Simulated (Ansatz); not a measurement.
Sc:
```
Sc
1.0
    3.31343     0.00000     0.00000
   -1.65672     2.86952     0.00000
    0.00000     0.00000    10.53170
Sc
4
Cartesian
  0.00000   0.00000   0.00000
  0.00000   0.00000   5.26585
  0.00000   1.91301   2.63293
  1.65672   0.95651   7.89878
```

Relaxed with r²SCAN.

Question: Map the electron localisation function on the plane through (0.000, 0.000, 0.000) spanned by u = [1, 1, 0] and v = [1, -1, 0] in lattice vectors, from the program Ansatz at the r²SCAN level (PAW).

Answer: x is the fraction of u, y of v (the angle between them is 90°; rows are the nearest grid lines); atoms in the plane: Sc at (0.00, 0.00), Sc at (0.50, 0.50).
```
|017982013310289710|
|138972014410279831|
|999720146641027999|
|875200257752002578|
|221002478874200122|
|000123567765321000|
|655432111111234556|
|876420001100024678|
|875200245542002578|
|763103689986301367|
|431049974479940134|
|420159940049951024|
|420159940049951024|
|431049974479940134|
|763103689986301367|
|875200245542002578|
|876420001100024678|
|655432111111234556|
|000123567765321000|
|221002478874200122|
|875200257752002578|
|999720146641027999|
|138972014410279831|
|017982013310289710|
```
Scale: ten equal steps from 0.026 (start of '0') to 0.703 (end of '9'), in the order '0123456789'; x runs from 0.000 to 1.00, y from 0.000 (bottom) to 1.00 (top).

The density is the valence pseudo-density with augmentation charge, so density and ELF within about 1 Å of a nucleus are not all-electron values.

Space group P6_3/mmc (dhcp (α-La type)). The start of the workflow was typed in or built on a structure type. Its sites differ from those of the usual phase in this space group: another stacking or structure type. The cell was relaxed with r²SCAN under the symmetry of its start; its stability against distortions is not shown here. The run is not spin-polarised.

Potentials: the earlier of the program's two PAW sets.
